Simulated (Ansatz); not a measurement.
**Si (Fd-3m), comparing deformations**

Method: Ansatz 0.2.0, DFT r2SCAN, scalar-relativistic, plane waves, PAW. Cutoff 500 eV, Γ-centred 8×8×8 k-points, Gaussian smearing of 0.05 eV. No spin polarisation. Energies are free energies at this smearing, counted from the undisturbed cell; pressure is positive in compression.

The starting cell (relaxed at this level):

```yaml
crystal:
  lattice:
    - [0.00000, 2.72211, 2.72211]
    - [2.72211, 0.00000, 2.72211]
    - [2.72211, 2.72211, 0.00000]
  atoms:
    - { symbol: Si, position: [0.50000, 0.50000, 0.50000] }
    - { symbol: Si, position: [0.75000, 0.75000, 0.75000] }
```

The cell is strained by ε times a Voigt pattern (xx, yy, zz, yz, xz, xy; engineering shear) with fractional coordinates fixed. τ = (1/V0) dE/dε comes from the stress tensor. Of each scan, only the three points used here are listed.

| pattern | ε | τ (GPa) |
| --- | --- | --- |
| (1, -1, 0, 0, 0, 0) | -0.0050 | -1.06 |
| (1, -1, 0, 0, 0, 0) | 0.0000 | 0.00 |
| (1, -1, 0, 0, 0, 0) | 0.0050 | 1.06 |
| (0, 0, 0, 1, 0, 0) | -0.0025 | -0.27 |
| (0, 0, 0, 1, 0, 0) | 0.0000 | 0.00 |
| (0, 0, 0, 1, 0, 0) | 0.0025 | 0.27 |

Question: Which constants do the scans give, and which deformation costs least for the same size of strain tensor?

Answer: The slope dτ/dε at zero (parabola through three points) is pᵀCp: (1, -1, 0, 0, 0, 0) gives 2(C11 − C12) = 213 GPa; (0, 0, 0, 1, 0, 0) gives C44 = 107 GPa. The size of the strain tensor, ε:ε, is ε² times 2.0, 0.5. Per unit of it the stiffnesses are 106, 214 GPa, so (1, -1, 0, 0, 0, 0) is the softest of these: at ε:ε = (1 %)² the quadratic term costs 0.67 meV/atom against 1.35 for the stiffest. These are clamped-ion values.

Question: How anisotropic is this cubic crystal?

Answer: Zener's ratio 2 C44/(C11 − C12) = 2.02 with clamped ions; it is 1 for an isotropic solid.

Forces appear on the atoms along this scan, and letting them relax would lower the energy and soften the response.